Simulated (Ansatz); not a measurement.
YSe2 in the CdCl2-type structure

Computed with Ansatz (plane waves, PAW, 420 eV cutoff): PBE, scalar-relativistic, no spin polarisation, 10×10×10 k-mesh, Gaussian smearing of 0.05 eV; PAW files: Ansatz's generated set soft_2.

```
Y Se
1.0
     2.17005    1.25288    5.20925
    -2.17005    1.25288    5.20925
     0.00000   -2.50575    5.20925
Y Se
1 2
Direct
  0.00000 0.00000 0.00000
  0.24458 0.24458 0.24458
  0.75542 0.75542 0.75542
```

This is a trial structure made by placing the elements on a prototype's sites, so it needn't be the stable form.

The run above is the reference. The same cell was run again with other input settings; several of them aren't fit for production, so the rows show the settings' effect and aren't properties of the material.

```tsv
keys changed	outcome	ΔE (meV/atom)	P (GPa)	gap on the mesh (eV)	cell moment (μB)	largest force component (eV/Å)	SCF iterations	rough core-seconds	new warnings
none (reference)	converged	0.0	0.0	metal	–	0.000	–	–	–
kpoints.mp_grid.grid: [10, 10, 10] → [15, 15, 15]	converged	0.2	0.0	metal	–	0.001	6	40	–
kpoints.mp_grid.grid: [10, 10, 10] → [7, 7, 7]	converged	-0.1	0.0	metal	–	0.009	6	7	–
scf.convergence.dr2_threshold: 1e-11; scf.mixing.preconditioner: "kerker_dos"; kpoints.mp_grid.shift: [0.5, 0.5, 0.5]	converged	0.1	0.0	metal	–	0.004	10	17	–
scf.occupations.method: "gaussian" → "fermi_dirac"	converged	0.3	0.0	metal	–	0.004	6	12	–
scf.mixing.algorithm: "msr1"; scf.mixing.beta: 0.5; scf.mixing.ndim: 8; basis.ecutwfc: 420 → "250 eV"	converged	286.2	0.0	metal	–	0.027	6	8	cutoff below recommended
scf.convergence.dr2_threshold: 1e-06; hamiltonian.pseudopotentials: {"kind": "nc"}	converged	–	-6.7	metal	–	0.725	7	13	cutoff below recommended; force scf threshold loose; stress scf threshold loose
hamiltonian.xc: "pbe" → "rpbe"; kpoints.mp_grid.grid: [10, 10, 10] → [5, 5, 5]	converged	–	1.8	metal	–	0.004	6	2.9	–
scf.lower_state_search: "standard"	converged	0.0	0.0	metal	–	0.000	6	18	–
```

ΔE is the energy with the smearing extrapolated to zero. It is left out where the change alters the Hamiltonian or the spin treatment. The varied runs start from atomic densities (corrected by the program's trained start where that serves), with the default search for lower states unless a row changes it.

What happens with these changes: scf.occupations.width: 0.05 → null; scf.occupations.method: "gaussian" → "tetrahedron"; kpoints.mp_grid.grid: [10, 10, 10] → [8, 8, 8]; kpoints.mp_grid.shift: [0.5, 0.5, 0.5]?

outcome converged, ΔE (meV/atom) 1.0, P (GPa) 0.0, gap on the mesh (eV) metal, largest force component (eV/Å) 0.006, SCF iterations 7, rough core-seconds 8, new warnings band table not solved further; tetrahedron derivatives may miss energy slope.

Other pseudopotential files need their own cutoff; where it is too low, pressure and moments show the cutoff and not the files.

At this volume the pressure is 0.00 GPa.

Of the reference: The cell is a metal with an odd number of electrons, and spin polarisation wasn't tried. The structure is layered, and this functional has no dispersion term, so the layers' spacing is poorly fixed, often too long, and so is what hangs on it.
